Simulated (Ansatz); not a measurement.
# BiIr: all-electron results

```
Ir Bi
1.0
     4.18272    0.00000    0.00000
    -2.09136    3.62234    0.00000
     0.00000    0.00000    7.55481
Ir Bi
2 2
Direct
  0.33333 0.66667 0.01014
  0.66667 0.33333 0.51014
  0.33333 0.66667 0.36586
  0.66667 0.33333 0.86586
```

Atom numbers follow the list: Ir1, Ir2, Bi3, Bi4.

The cell was built from the wurtzite type and relaxed in the same program, and has space group P6_3mc; it needn't be a known or the stable phase.

No spin–orbit coupling, which matters for the heavy atoms here.

Levels of theory: DFT, PBE, all-electron LAPW, scalar-relativistic (Ansatz 0.2.0); DFT, PBE, PAW with Ansatz's default frozen-core files, scalar-relativistic (Ansatz 0.2.0).

For LAPW: a Γ-centred 9×9×5 k mesh, Fermi–Dirac smearing of 0.05 eV, basis error target 1 meV/atom, no spin polarisation. PAW takes a cutoff of 420 eV at this cell. The Ansatz runs share mesh, smearing and spin set-up. Values come from LAPW unless marked.

```json
{"Pressure at this cell": "-0.2 kbar", "Volume per atom": "28.62 Å³"}
```

Q: Band gap: what does the calculation give?

A: none: bands cross the Fermi level, a metal.

Q: Löwdin charges (with 0.35 e of the cell spilling out of the atomic basis, so their sizes and signs hang on that basis): what does the calculation give?

A: Ir1 -0.03, Bi3 0.20 e.

Q: Give the computed value. Density of states at the Fermi level (0.2 eV bin).

A: 1.84 states/eV per cell.

Q: Predict this quantity. Bader charges (from the PAW run).

A: Ir1 -0.66, Bi3 +0.66 e.
